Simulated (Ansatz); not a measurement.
Coordination and ⁴⁷Ti quadrupole coupling in CaTi₄P₆O₂₄

Cell: a computed structure from the Materials Project (it need not be an observed phase), atoms as given.

Space group R-3:H (No. 148); a = 8.5618, c = 22.1009 Å, γ = 120.00°.

```
site  Wyckoff  site symmetry       x       y       z
  Ca       3a            -3.  0.0000  0.0000  0.0000
 Ti2       6c             3.  0.0000  0.0000  0.6400
 Ti3       6c             3.  0.0000  0.0000  0.8516
   P      18f              1  0.0457  0.3844  0.4143
 O12      18f              1  0.7900  0.8441  0.4073
 O18      18f              1  0.1542  0.6631  0.5806
 O23      18f              1  0.0033  0.8146  0.1933
 O29      18f              1  0.1556  0.9474  0.6932
```

One atom of each set is listed; the run and its k-mesh use a cell of 35 atoms with edges of 8.87, 8.87, 8.87 Å.

All values are calculated (Ansatz; DFT, PBE, plane waves and PAW, scalar-relativistic, 420 eV cutoff, Γ-centred 3×3×3 k-points, Fermi–Dirac smearing 0.02 eV), not measured.

Q(⁴⁷Ti) = 302.0 mb.

(1) Order the Ti environments from the weakest to the strongest quadrupole coupling.
A. Ti2: 6 O at 1.93–1.99 Å
B. Ti3: 6 O at 1.88–2.05 Å

## Answers

(1) B (1.91 MHz, η = 0.00), A (8.67 MHz, η = 0.00).

An axis of threefold or higher order runs through Ti3 and Ti2, so V_zz lies along it and η is zero. Like point charges on the first shell alone (each adding as 1/d³) would put Ti3 above Ti2: the covalent part of each bond and the atoms beyond the first shell count as well.
